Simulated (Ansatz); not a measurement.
Here is an unrelaxed guess for CdTe₄.

```
Cd Te
1.0
     4.70306    0.00000    0.00000
     0.00000    4.70306    0.00000
     0.00000    0.00000    7.41621
Cd Te
1 4
Direct
  0.00000 0.00000 0.00000
  0.00000 0.50000 0.69460
  0.50000 0.00000 0.69460
  0.00000 0.50000 0.30540
  0.50000 0.00000 0.30540
```

Level of theory: Ansatz 0.2.0, DFT PBE, scalar-relativistic, plane waves, PAW. Settings: cutoff 420 eV, Γ-centred mesh 4×4×4 on the computed 5-atom cell, Gaussian smearing of 0.10 eV; no spin polarisation.

The zero of energy is the elements' standard structures at the same level; no fitted shifts are applied.

Question: How far from equilibrium is it?

Answer: The pressure is 0.9 GPa (the mean over three directions, positive in compression), the largest force is 0.70 eV/Å, and the energy is +0.19 eV/atom against the elements. The shortest distance is 2.89 Å.

Question: How much does it gain on relaxing, and where does it end?

Answer: Relaxing gains about 0.14 eV/atom (the start's value is from the coarse mesh, so the gain is rough) in 20 ionic steps and ends at +0.05 eV/atom on the finer mesh. The symmetry stays P4/mmm (No. 123). The volume per atom grows by 3.7 %, from 32.8 to 34.0 Å³. The shortest distance goes from 2.89 Å (Te–Te) to 3.16 Å (Te–Te). The ratio c/a of the conventional cell changes by a factor of 1.21. Conventional cell: a = 4.466 Å, c = 8.525 Å. Around Cd lie 8 Te at 3.18 Å; Te has 4 Te at 3.16 Å and 2 Cd at 3.18 Å.

The last run used an 8×8×6 mesh (in the run's order of axes) for its 5-atom cell and Gaussian smearing of 0.10 eV. No dispersion correction is applied, so the spacing and binding between layers, chains or molecules are poorly described. Spin–orbit coupling, which can matter for Te, is left out. The reference form of Te is held partly by dispersion forces, which this level lacks. The relaxation can't lower the symmetry of the start. Symmetry constrained the relaxation, so the result can be a saddle point.
